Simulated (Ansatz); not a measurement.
**Lattice vibrations of LiMg at Γ**

Method: Ansatz, DFT LDA, scalar-relativistic, plane waves, PAW. Plane waves to 420 eV; Γ-centred k mesh 12×12×12; Fermi-Dirac smearing of 0.15 eV. No spin polarisation. Phonons by linear response, acoustic sum rule imposed.

The cell, relaxed at this level:
```
Li Mg
1.0
     3.35920    0.00000    0.00000
     0.00000    3.35920    0.00000
     0.00000    0.00000    3.35920
Li Mg
1 1
Cartesian
  0.0000 0.0000 0.0000
  1.6796 1.6796 1.6796
```

In a metal, frequencies and elastic constants depend on the k mesh and the smearing, soft modes and shear constants most.

Optical modes at Γ; i marks an imaginary frequency:
```csv
frequency (cm⁻¹),degeneracy
331,3
```

All 3 optical modes at Γ are real: no displacement of atoms at fixed cell lowers the energy to second order. Strains and modes at other wave vectors aren't tested by this run.

Whether LiMg exists in this form wasn't checked.